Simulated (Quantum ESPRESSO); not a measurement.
## One change at a time to GaLi2RhTa4

All numbers below are calculated, not measured. They come from Quantum ESPRESSO 7.5, a public plane-wave density functional program. Each row is one single-point run on a made-up periodic cell of eight metal atoms, with elements, volume, strain and displacements drawn at random and not relaxed, so a cell may be unstable or far from any real phase. There is no spin polarisation or spin-orbit coupling.

Settings: PBE unless stated; PseudoDojo standard norm-conserving files; Fermi-Dirac width 0.25 eV, which means electrons at about 2900 K; cutoff 1197 eV; 5 x 4 x 4 k mesh shifted half a step off Gamma. E is the free energy of the whole cell (internal energy minus TS), so a -TS column is already part of it. Stress is positive in tension, and the pressure P is minus a third of its trace.

Checks: one run of this series was repeated at a higher cutoff and on a denser mesh, which moved values by no more than 0.002 eV, 0.05 GPa and 0.008 eV/Å, and a second program with other atomic files agreed on it to 2 % rms in force and 0.5 GPa in pressure. Known limits: heavy elements are run without spin-orbit coupling, which real alloys of them have; a spin test at this wide smearing found no moment, but such smearing suppresses magnetism that the real alloy may have.

The lattice is face-centred cubic, and the cell vectors in Å are (-4.346, 0.027, -0.047); (0.074, -4.225, 4.300); (-0.017, 6.345, 2.158), a volume of 158.18 Å³ in run 1. The elements on sites 1 to 8 are Ta Ta Rh Ga Ta Li Ta Li. Each later run makes one change to run 1 and keeps the rest. E is counted from run 1, and is n/a where other atomic files have another zero of energy.

```
run,change,V (Å³),P (GPa),-TS (eV),rms force (eV/Å),largest change of a force component (eV/Å),E (eV)
1,none,158.18,-15.83,-1.711,0.429,0.000,0.000
2,sites 7 and 8 exchanged,158.18,-15.42,-1.530,0.455,1.200,-0.032
3,all lengths scaled by +1.97 %,167.71,-18.71,-1.821,0.414,0.183,1.032
4,PBEsol in place of PBE,158.18,-19.25,-1.716,0.450,0.131,n/a
5,Hf on site 3,158.18,-8.58,-1.564,0.608,0.950,n/a
6,site 4 moved by -0.09 Å along z,158.18,-15.97,-1.713,0.428,0.279,?
```

## Worked estimate

Along the move dE = -F dx. The force on site 4 along z is -0.022 eV/Å in run 1 and 0.257 eV/Å in run 6, and the move is -0.09 Å, so the mean force times the move gives an estimate.

## Withheld value

Question: what E should run 6 give?

The estimate is 0.011 eV. The calculation gave 0.011 eV.
